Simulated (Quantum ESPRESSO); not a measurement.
# Ir4MgScPdRu: input and log of a self-consistent run

Simulated, not a measurement. The program is pw.x of Quantum ESPRESSO 7.5 (plane-wave density functional theory). The cell is made up: eight metal atoms on a hexagonal close-packed lattice, with elements, volume, strain and displacements drawn at random and not relaxed, so it may be unstable or far from any real phase. PseudoDojo standard norm-conserving files set the functional (PBE unless stated); there is no spin polarisation or spin-orbit coupling, the Fermi-Dirac width of 0.25 eV means electrons at about 2900 K, and the masses in the input are unused placeholders. Heavy elements are run without spin-orbit coupling, which real alloys of them have. A spin test at this wide smearing found no moment, but such smearing suppresses magnetism that the real alloy may have.

Input:

```
&control calculation='scf', pseudo_dir='./dojo.nc.sr.pbe.v0_5.standard.upf', outdir='./o', disk_io='minimal', tprnfor=.true., tstress=.true. /
&system ibrav=0, nat=8, ntyp=5, nbnd=79, ecutwfc=84.00895049, nosym=.true., tot_charge=0,
 occupations='smearing', smearing='fd', degauss=0.0183746611
/
&electrons conv_thr=1.470e-08, electron_maxstep=70, mixing_beta=0.5 /
ATOMIC_SPECIES
Ir 1.0 Ir.upf
Mg 1.0 Mg.upf
Pd 1.0 Pd.upf
Ru 1.0 Ru.upf
Sc 1.0 Sc.upf
CELL_PARAMETERS angstrom
2.7726 0.0 0.0
1.3863 -2.4012 -4.4877
1.3863 7.2035 -4.4877
ATOMIC_POSITIONS angstrom
Ir -0.0452 -0.0638 -0.0022
Ir 1.3617 2.4265 -4.542
Mg 1.4086 -0.7223 -2.3123
Sc 2.7741 1.6189 -6.7725
Pd 2.7379 4.8621 -4.4653
Ir 2.734 0.0023 -4.47
Ru 2.7862 1.6073 -2.1641
Ir 4.2 4.0261 -6.7833
K_POINTS automatic
9 5 3 1 1 1
```

The log is shortened where brackets say so; the opening notice, blank lines, dates and the lines on written files are dropped, and the path of the files is cut. It prints rydbergs, bohrs and kilobars, and counts compression as positive stress. Its total energy is the free energy E - TS of the whole cell.

```
     Program PWSCF v.7.5
     Parallel version (MPI & OpenMP), running on       4 processor cores
     Number of MPI processes:                 4
     Threads/MPI process:                     1
     [start-up lines left out]
     bravais-lattice index     =            0
     lattice parameter (alat)  =       5.2395  a.u.
     unit-cell volume          =     806.4760 (a.u.)^3
     number of atoms/cell      =            8
     number of atomic types    =            5
     number of electrons       =       123.00
     number of Kohn-Sham states=           79
     kinetic-energy cutoff     =      84.0090  Ry
     charge density cutoff     =     336.0358  Ry
     scf convergence threshold =      1.5E-08
     mixing beta               =       0.5000
     number of iterations used =            8  plain     mixing
     Exchange-correlation= PBE
                           (   1   4   3   4   0   0   0)
     [axes and pseudopotential details left out]
   Cartesian axes
     site n.     atom                  positions (alat units)
         1        Ir     tau(   1) = (  -0.0163024  -0.0230109  -0.0007935  )
         2        Ir     tau(   2) = (   0.4911275   0.8751713  -1.6381736  )
         3        Mg     tau(   3) = (   0.5080430  -0.2605136  -0.8339825  )
         4        Sc     tau(   4) = (   1.0005410   0.5838924  -2.4426531  )
         5        Pd     tau(   5) = (   0.9874847   1.7536248  -1.6105100  )
         6        Ir     tau(   6) = (   0.9860780   0.0008295  -1.6122052  )
         7        Ru     tau(   7) = (   1.0049051   0.5797086  -0.7805309  )
         8        Ir     tau(   8) = (   1.5148236   1.4521027  -2.4465484  )
     number of k points=    68  Fermi-Dirac smearing, width (Ry)=  0.0184
                       cart. coord. in units 2pi/alat
        k(    1) = (   0.0555556   0.0192447  -0.0549176), wk =   0.0296296
        k(    2) = (   0.0555556  -0.1732027   0.0480538), wk =   0.0296296
     [further k points left out]
     Dense  grid:    83797 G-vectors     FFT dimensions: (  32,  60,  96)
     Estimated max dynamical RAM per process >     385.25 MB
     Estimated total dynamical RAM >       1.44 GB
     Initial potential from superposition of free atoms
     starting charge     122.9950, renormalised to     123.0000
     Starting wfcs are   74 randomized atomic wfcs +    5 random wfcs
     total cpu time spent up to now is        4.9 secs
     per-process dynamical memory:   311.4 Mb
     Self-consistent Calculation
     iteration #  1     ecut=    84.01 Ry     beta= 0.50
     Davidson diagonalization with overlap
     ethr =  1.00E-02,  avg # of iterations =  3.0
     total cpu time spent up to now is       17.2 secs
     total energy              =   -1599.94470691 Ry
     estimated scf accuracy    <      15.54067725 Ry
     iteration #  2     ecut=    84.01 Ry     beta= 0.50
     Davidson diagonalization with overlap
     ethr =  1.00E-02,  avg # of iterations =  3.8
     total cpu time spent up to now is       31.4 secs
     total energy              =   -1593.37973964 Ry
     estimated scf accuracy    <     202.85332441 Ry
     iteration #  3     ecut=    84.01 Ry     beta= 0.50
     Davidson diagonalization with overlap
     ethr =  1.00E-02,  avg # of iterations =  4.2
     total cpu time spent up to now is       46.2 secs
     total energy              =   -1606.78113963 Ry
     estimated scf accuracy    <      70.84018160 Ry
     iteration #  4     ecut=    84.01 Ry     beta= 0.50
     Davidson diagonalization with overlap
     ethr =  1.00E-02,  avg # of iterations =  2.0
     total cpu time spent up to now is       58.0 secs
     total energy              =   -1610.32731741 Ry
     estimated scf accuracy    <       6.69497075 Ry
     iteration #  5     ecut=    84.01 Ry     beta= 0.50
     Davidson diagonalization with overlap
     ethr =  5.44E-03,  avg # of iterations =  1.2
     total cpu time spent up to now is       68.8 secs
     total energy              =   -1610.40444404 Ry
     estimated scf accuracy    <       4.34956103 Ry
     [iterations 6 to 17 left out]
     iteration # 18     ecut=    84.01 Ry     beta= 0.50
     Davidson diagonalization with overlap
     ethr =  2.36E-09,  avg # of iterations =  2.1
     total cpu time spent up to now is      217.9 secs
     total energy              =   -1610.19291598 Ry
     estimated scf accuracy    <       0.00000035 Ry
     iteration # 19     ecut=    84.01 Ry     beta= 0.50
     Davidson diagonalization with overlap
     ethr =  2.81E-10,  avg # of iterations =  3.9
     total cpu time spent up to now is      230.7 secs
     total energy              =   -1610.19291603 Ry
     estimated scf accuracy    <       0.00000007 Ry
     iteration # 20     ecut=    84.01 Ry     beta= 0.50
     Davidson diagonalization with overlap
     ethr =  5.98E-11,  avg # of iterations =  2.4
     total cpu time spent up to now is      243.1 secs
     total energy              =   -1610.19291603 Ry
     estimated scf accuracy    <       0.00000030 Ry
     iteration # 21     ecut=    84.01 Ry     beta= 0.50
     Davidson diagonalization with overlap
     ethr =  5.98E-11,  avg # of iterations =  2.0
     total cpu time spent up to now is      254.3 secs
     total energy              =   -1610.19291605 Ry
     estimated scf accuracy    <       0.00000002 Ry
     iteration # 22     ecut=    84.01 Ry     beta= 0.50
     Davidson diagonalization with overlap
     ethr =  1.25E-11,  avg # of iterations =  1.3
     total cpu time spent up to now is      265.0 secs
     End of self-consistent calculation
     [lines on levels left out]
!    total energy              =   -1610.19291605 Ry
     estimated scf accuracy    <          3.1E-09 Ry
     smearing contrib. (-TS)   =      -0.09697117 Ry
     internal energy E=F+TS    =   -1610.09594488 Ry
     The total energy is F=E-TS. E is the sum of the following terms:
     one-electron contribution =    -415.94418848 Ry
     hartree contribution      =     278.08347033 Ry
     xc contribution           =    -283.69115028 Ry
     ewald contribution        =   -1188.54407645 Ry
     convergence has been achieved in  22 iterations
     Forces acting on atoms (cartesian axes, Ry/au):
     atom    1 type  1   force =     0.01830310    0.06786644    0.01797079
     atom    2 type  1   force =     0.00320207   -0.01968410    0.03663616
     atom    3 type  2   force =    -0.00497741   -0.01856889    0.01823475
     atom    4 type  5   force =    -0.00049167   -0.00720900    0.01563736
     atom    5 type  3   force =     0.00257485   -0.03200661   -0.04557133
     atom    6 type  1   force =     0.01174811    0.01915875   -0.02842324
     atom    7 type  4   force =    -0.01233458   -0.00754727   -0.02795966
     atom    8 type  1   force =    -0.01802446   -0.00200932    0.01347517
     Total force =     0.118003     Total SCF correction =     0.000342
     Computing stress (Cartesian axis) and pressure
          total   stress  (Ry/bohr**3)                   (kbar)     P=       36.39
   0.00044781   0.00004589  -0.00002577           65.88        6.75       -3.79
   0.00004589   0.00017446   0.00012634            6.75       25.66       18.58
  -0.00002577   0.00012634   0.00011987           -3.79       18.58       17.63
     init_run     :      4.66s CPU      4.79s WALL (       1 calls)
     electrons    :    255.62s CPU    260.11s WALL (       1 calls)
     forces       :      2.07s CPU      2.07s WALL (       1 calls)
     stress       :      7.09s CPU      7.10s WALL (       1 calls)
     [timing details left out]
     PWSCF        :   4m29.51s CPU   4m34.18s WALL
     JOB DONE.
```

In other units: free energy -21907.791 eV for the cell, pressure 3.64 GPa, largest force component 1.745 eV/Å in size. The run took 276 s of wall time with four MPI processes on a shared machine (AMD EPYC, Zen 5, virtual cores), so the time is rough. A rerun of this cell at a higher cutoff and on a denser mesh moved values by no more than 0.007 eV in energy, 0.07 GPa in stress and 0.019 eV/Å in force, and a second program with other atomic files agreed on that cell to 2 % rms in force and 0.5 GPa in pressure.